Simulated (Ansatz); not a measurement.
MoW:
```cif
data_MoW
_chemical_formula_sum 'Mo1 W1'
_space_group_name_H-M_alt 'P 1'
_space_group_IT_number 1
_cell_length_a 3.66277
_cell_length_b 3.66277
_cell_length_c 3.66277
_cell_angle_alpha 60.000
_cell_angle_beta 60.000
_cell_angle_gamma 60.000
loop_
_space_group_symop_operation_xyz
  'x, y, z'
loop_
_atom_site_label
_atom_site_type_symbol
_atom_site_fract_x
_atom_site_fract_y
_atom_site_fract_z
_atom_site_occupancy
Mo1 Mo 0.00000 0.00000 0.00000 1
W1 W 0.50000 0.50000 0.50000 1
```

Relaxed with PBEsol.

Q: Which orbitals make up the states near the Fermi level in PBEsol (plane waves, PAW; program Ansatz)?

A: Within 0.5 eV of the Fermi level: Mo 4d 53 %, W 5d 41 %. Projections are on Löwdin-orthogonalised atomic valence shells; empty p or d shells of many metals are not among them.

Q: Tabulate the density of states.

A: States/eV per cell of 2 atoms, in 0.25 eV bins, energy from the Fermi level.

```tsv
E (eV)	total	Mo 4d	W 5d	W 6s
-7.80	0.00	0.00	0.00	0.00
-7.55	0.05	0.00	0.00	0.02
-7.30	0.09	0.00	0.00	0.04
-7.05	0.12	0.00	0.00	0.05
-6.80	0.15	0.00	0.00	0.07
-6.55	0.19	0.00	0.00	0.08
-6.30	0.22	0.01	0.01	0.10
-6.05	0.26	0.01	0.01	0.11
-5.80	0.30	0.02	0.02	0.13
-5.55	0.55	0.13	0.12	0.14
-5.30	0.85	0.27	0.26	0.16
-5.05	1.11	0.38	0.36	0.19
-4.80	1.39	0.50	0.48	0.22
-4.55	1.82	0.69	0.65	0.27
-4.30	2.82	1.13	1.05	0.39
-4.05	3.30	1.41	1.33	0.36
-3.80	2.73	1.41	0.96	0.16
-3.55	2.31	1.24	0.80	0.11
-3.30	1.93	1.03	0.81	0.05
-3.05	2.51	1.30	1.10	0.03
-2.80	3.04	1.41	1.45	0.03
-2.55	2.57	1.12	1.27	0.03
-2.30	2.06	0.97	0.95	0.03
-2.05	2.29	1.11	1.00	0.04
-1.80	2.96	1.53	1.18	0.06
-1.55	2.75	1.27	1.23	0.05
-1.30	2.36	0.91	1.20	0.06
-1.05	1.81	0.71	0.90	0.05
-0.80	1.53	0.69	0.67	0.04
-0.55	0.97	0.51	0.39	0.01
-0.30	1.17	0.62	0.49	0.01
-0.05	2.35	1.20	1.01	0.04
0.20	2.07	1.12	0.83	0.04
0.45	1.95	1.06	0.76	0.04
0.70	2.06	1.08	0.81	0.06
0.95	1.97	0.75	0.98	0.08
1.20	2.37	0.80	1.35	0.07
1.45	2.09	0.76	1.14	0.06
1.70	1.94	0.73	1.01	0.07
1.95	2.81	1.05	1.36	0.17
2.20	3.11	1.21	1.44	0.16
2.45	3.14	1.25	1.41	0.14
2.70	2.46	0.96	1.08	0.12
2.95	2.24	0.86	0.95	0.12
3.20	2.13	0.78	0.86	0.12
3.45	2.07	0.74	0.81	0.10
3.70	1.73	0.66	0.70	0.07
3.95	1.77	0.65	0.69	0.10
4.20	1.81	0.61	0.65	0.10
4.45	1.50	0.50	0.53	0.09
4.70	1.06	0.29	0.31	0.08
```

Space group Fm-3m (rock salt). The start of the workflow was typed in or built on a structure type; neither database checked (COD, Materials Project) lists it. Its standing as an ambient phase is unchecked. Symmetry was held in the PBEsol relaxation. At this level the phase is mechanically unstable. The run is not spin-polarised. Its formation energy is positive at this level, so the cell may be metastable or incomplete. Scalar-relativistic: spin–orbit coupling is off unless named, which matters more the heavier the elements.

Potentials: the earlier of the program's two PAW sets. The files were generated under PBE; for other functionals the program regenerates the frozen cores, and for LDA and PBEsol the local potential too.
